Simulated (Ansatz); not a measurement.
GaSe in space group R3m (No. 160; Ga on 3a, Ga on 3a, Se on 3a, Se on 3a), LDA in the plane-wave PAW code Ansatz, all energies at zero smearing, with the estimated change up to a 700 eV cutoff added, with one set of potentials and settings (totals compare only within such a set). Cell of 4 atoms (2 Ga, 2 Se): -18182.687 eV.

| element | reference phase | E (eV/atom) |
|---|---|---|
| Ga | Cmce, 4 atoms in the cell | -3706.9858 |
| Se | P3_121, 3 atoms in the cell | -5383.2666 |

Formation energy per atom, worked out: (-18182.687 − 2×(-3706.9858) − 2×(-5383.2666))/4 = -0.546 eV/atom (-53 kJ per mol of atoms), at 0 K, without zero-point energy or fitted corrections.

The workflow started from a Materials Project entry (that database holds measured and hypothetical structures alike); the Crystallography Open Database copy checked does not list it. It is not the phase usual at ambient conditions (space group No. 194). The LDA relaxation kept the symmetry of its start; whether a distortion lowers the energy is not shown. A crystal of weakly bound layers computed without a dispersion correction: the cell and the soft elastic constants depend strongly on that. The references are the lowest solids computed at this level, not always the standard phases.

Potentials: the earlier of the program's two PAW sets. The files were generated under PBE; for other functionals the program regenerates the frozen cores, and for LDA and PBEsol the local potential too.
